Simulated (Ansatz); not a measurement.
Generalised stacking fault of TiC (rock salt) on the {100} plane. The cell below holds the perfect crystal with the plane normal along z; tilting its third vector by the shift puts one fault into each cell, between planes 2.17 Å apart, at fixed cell height.

```
TiC
1.0
    3.06366     0.00000     0.00000
    0.00000     3.06366     0.00000
    1.53183     1.53183     6.49899
C Ti
3 3
Direct
  0.00000   0.00000   0.83333
  0.33333   0.33333   0.16667
  0.66667   0.66667   0.50000
  0.50000   0.50000   0.83333
  0.83333   0.83333   0.16667
  0.16667   0.16667   0.50000
```

In-plane vectors a = (3.064, 0.000) Å, b = (0.000, 3.064) Å, area 9.39 Å². The shift is x·a + y·b, and the map repeats with period 1 in x and y. The shift is rigid: no atom relaxes. γ = [E(shift) − E(0)] / area.

The numbers are results of PBE (plane waves to 420 eV, PAW, scalar-relativistic; Ansatz, a quantum-chemistry and plane-wave program), not measurements. k mesh 13×13×13 (Γ-centred), Fermi-Dirac smearing 0.05 eV. E is the zero-smearing estimate. Points where atoms come too close for the PAW data are left out (x in tables, blank in figures). With partly filled bands, the k mesh leaves noise in γ, roughly 0.02 J/m² as judged from a few cases. Faults lie only 6.5 Å apart, and holding the cell height and the atoms raises γ above its relaxed value. The PAW data are Ansatz's earlier set. TiC is run without spin polarisation. TiC was relaxed with its symmetry unable to fall. The last digit holds for this mesh only.

Changes of γ (J/m²) from the point x = 0.000, y = 0.000 when one coordinate moves alone (two changes are said to add if the coupling is within 5 % of the smaller one, nearly so within 20 %):

```
point                 change
--------------------  ------
x = 0.167, y = 0.000   1.026
x = 0.333, y = 0.000   2.748
x = 0.500, y = 0.000   3.495
x = 0.667, y = 0.000   2.748
x = 0.833, y = 0.000   1.026
x = 0.000, y = 0.167   1.026
x = 0.000, y = 0.333   2.748
x = 0.000, y = 0.500   3.495
x = 0.000, y = 0.667   2.748
x = 0.000, y = 0.833   1.026
```

Question: Do the two effects add at x = 0.833, y = 0.833? Give the computed change.

Answer: The sum of the single changes is 1.026 + (1.026) = 2.052; the calculation gives 1.908, so the coupling contributes -0.144 (under 20 % of the smaller single change, nearly additive).

Question: Do the two effects add at x = 0.167, y = 0.333? Give the computed change.

Answer: The sum of the single changes is 1.026 + (2.748) = 3.774; the calculation gives 3.471, so the coupling contributes -0.303 (over 20 % of the smaller single change, not additive).

(The slope of γ gives the shear force per area between the displaced halves; near zero shift its curvature is an elastic stiffness.)
